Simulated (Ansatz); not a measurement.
## Relaxing a structure of Si$_{2}$Mo

The start is a generated cell, Si2Mo built in the AFLOW prototype AB2_cP12_205_a_c (C2, as in FeS2). Cell shape, volume and atoms are optimised at zero target pressure with r2SCAN (plane waves to 500 eV, PAW, scalar-relativistic; Ansatz, a first-principles code). The first steps use a coarse 4×4×4 k-mesh.

The start:
```
Si2Mo
1.0
    5.51511     0.00000     0.00000
    0.00000     5.51511     0.00000
    0.00000     0.00000     5.51511
Mo Si
4 8
Direct
  0.00000   0.00000   0.00000
  0.50000   0.50000   0.00000
  0.00000   0.50000   0.50000
  0.50000   0.00000   0.50000
  0.38510   0.38510   0.38510
  0.88510   0.11490   0.61490
  0.61490   0.88510   0.11490
  0.11490   0.61490   0.88510
  0.61490   0.61490   0.61490
  0.11490   0.88510   0.38510
  0.38510   0.11490   0.88510
  0.88510   0.38510   0.11490
```

### Question
How large is the pressure on the unrelaxed cell, and of which sign?

### Answer
+49 GPa (positive: the cell is compressed).

### Question
How does the volume change?

### Answer
+30.1 %, from 13.98 to 18.18 Å³/atom.

### Question
How do the shortest distances between atoms change?

### Answer
The closest pairs of elements (up to four, under 3.6 Å), start → end: Si–Si 2.20 → 2.50 Å; Mo–Si 2.31 → 2.51 Å.

### Question
Is the relaxed structure metallic? Give its gap.

### Answer
No gap on the sampled points, where the bands overlap only slightly; such a result is sensitive to mesh and level.

### Question
What does it relax into? Give the structure.

### Answer

```cif
data_Mo4Si8
_chemical_formula_sum 'Mo4 Si8'
_space_group_name_H-M_alt 'Pa-3'
_space_group_IT_number 205
_space_group_name_Hall '-P 2ac 2ab 3'
_cell_length_a 6.02003
_cell_length_b 6.02003
_cell_length_c 6.02003
_cell_angle_alpha 90.000
_cell_angle_beta 90.000
_cell_angle_gamma 90.000
loop_
_atom_site_label
_atom_site_type_symbol
_atom_site_symmetry_multiplicity
_atom_site_Wyckoff_symbol
_atom_site_fract_x
_atom_site_fract_y
_atom_site_fract_z
_atom_site_occupancy
Mo1 Mo 4 a 0.00000 0.00000 0.00000 1
Si1 Si 8 c 0.37992 0.37992 0.37992 1
```

The space group stays Pa-3 (No. 205) (the run could not lower it); the end is AFLOW prototype AB2_cP12_205_a_c (C2, as in FeS2), with 12 atoms in the primitive cell. Final values are on a 6×6×6 k-mesh of the relaxed cell. No spin polarisation in the result. A magnetic state may lie lower.

The run could not lose the symmetry of its start, so the end can be a saddle point.

The relaxed structure here is a generated cell of Si2Mo: the first start was made by placing the elements on the sites of a structure type, and the end was not matched to a known phase here, so it may be hypothetical. Known forms of Si2Mo include space group No. 139.
